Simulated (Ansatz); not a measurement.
Input:

BeS (zinc blende), conventional cell a = 4.869 Å, b = 4.869 Å, c = 4.869 Å, α = 90.00°, β = 90.00°, γ = 90.00°. The calculation uses the primitive cell of 2 atoms, to which meshes and values per cell refer.

E(V) scan at fixed shape, V₀ the volume above. Symmetry pins the atoms to their sites.

Level of theory: r2SCAN (plane waves to 500 eV, PAW, scalar-relativistic; Ansatz, a first-principles code). k mesh 12×12×12 (Γ-centred), Fermi-Dirac smearing 0.05 eV. E stands for the smeared free energy. Compression counts positive. BeS was relaxed with its symmetry unable to fall. ΔE is measured from the relaxed starting cell.

The scan covers V/V₀ from 0.900 to 1.100 in 9 points.

Question: What is the fitted pressure derivative B₀′?

Answer: 3.8.

Question: What bulk modulus B₀ follows from a third-order Birch-Murnaghan fit?

Answer: 97.5 GPa.

(Under strain, the slope of the energy per volume gives the stress and its curvature an elastic modulus.)
